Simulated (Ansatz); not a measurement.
YSe:
```xyz
2
Lattice="0.0000 2.8794 2.8794 2.8794 0.0000 2.8794 2.8794 2.8794 0.0000" Properties=species:S:1:pos:R:3 pbc="T T T"
Y      2.8794     2.8794     2.8794
Se     0.0000     0.0000     0.0000
```

Relaxed with r²SCAN. Special points in fractions of this cell's reciprocal vectors: Γ (0.000, 0.000, 0.000); X (0.500, 0.000, 0.500); U (0.625, 0.250, 0.625); K (0.375, 0.375, 0.750); L (0.500, 0.500, 0.500); W (0.500, 0.250, 0.750).

Q: List the band energies nearest the Fermi level at these points for DFT-r²SCAN in the program Ansatz with PAW potentials.

A: In eV from the Fermi level; about four levels below and three above (degenerate sets whole), none deeper than 8.9 eV; points with the same levels are listed once.

| k | below | above |
|---|---|---|
| Γ | -3.53 -3.53 -3.53 -0.22 -0.22 -0.22 | 0.58 0.58 1.03 |
| X | -5.98 -4.40 -4.40 -2.17 | 1.68 2.77 3.18 3.18 |
| U | -5.83 -5.79 -4.91 -0.55 | 2.62 2.68 2.98 |
| L | -7.29 -5.33 -5.33 | 1.82 2.32 2.32 |
| W | -5.62 -5.55 -5.55 | 0.81 0.81 2.42 |

Space group Fm-3m (rock salt). The first step of the workflow began from a Materials Project structure, measured or hypothetical; the Crystallography Open Database files this formula in space group No. 225, but the cells were not matched. Its standing as an ambient phase is unchecked. Symmetry was held in the r²SCAN relaxation; its stability against distortions is not shown here. No spin polarisation was allowed. With an odd number of electrons in the cell and no spin polarisation, the count alone makes it a metal. Scalar-relativistic: spin–orbit coupling is off unless named, which matters more the heavier the elements.

Potentials: the later of the program's two PAW sets.
